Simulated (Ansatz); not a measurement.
The start is a generated cell, SnO built in the zincblende structure type. A full variable-cell relaxation at zero pressure is run with PBEsol (plane waves to 420 eV, PAW, scalar-relativistic; Ansatz, a program for electronic structure). First-step values are on the input's coarse k-mesh.

Ansatz input (later rounds restart from its end on a renewed k-mesh):
Ansatz 0.2 input:
```yaml
crystal:
  lattice:
    - [0, 2.559547, 2.559547]
    - [2.559547, 0, 2.559547]
    - [2.559547, 2.559547, 0]
  atoms:
    - { symbol: O, position: [0.75, 0.75, 0.75] }
    - { symbol: Sn, position: [0, 0, 0] }
basis: { ecutwfc: 420, ecutrho_ratio: 4, xc_grid: 2, fft_grid_basis: typed }
kpoints: { mp_grid: { grid: [8, 8, 8] } }
hamiltonian:
  xc: pbesol
  dispersion: none
  pseudopotentials: { azcp: { folder: ./paw }, kind: paw }
scf: { occupations: { method: fermi_dirac, width: 0.05 } }
relax: { f_tol: 0.01, max_steps: 100, cell: { stress_tol: 0.02 } }
output: { forces: true, stress: true }
```

| Quantity | Result |
|---|---|
| Initial pressure | +13 GPa (positive: the cell is compressed) |
| Volume change | +15.7 %, from 16.77 to 19.41 Å³/atom |
| Shortest distances (start → end) | The closest pairs of elements (up to four, under 3.6 Å), start → end: O–Sn 2.22 → 2.33 Å |
| Optimiser moves | 7 |

It ends as:

Space group F-43m (No. 216); a = 5.3748 Å, b = 5.3748 Å, c = 5.3748 Å, α = 90.00°, β = 90.00°, γ = 90.00°

| atom | site | symmetry | x | y | z |
|---|---|---|---|---|---|
| O | 4d | -43m | 0.7500 | 0.7500 | 0.7500 |
| Sn | 4a | -43m | 0.0000 | 0.0000 | 0.0000 |
(The calculation used a cell of 2 atoms; values per cell refer to that cell.)

Final values are on a 15×15×15 k-mesh of the relaxed cell. No spin polarisation in the result.

The run could not lower the symmetry of its start; a shaken copy of this end point relaxes with PBEsol to R3m (No. 160), 0.15 eV/atom lower.

The relaxed structure here is a generated cell of SnO: the first start was made by placing the elements on the sites of a structure type, and the end was not matched to a known phase here, so it may be hypothetical. Known forms of SnO include space group No. 129.
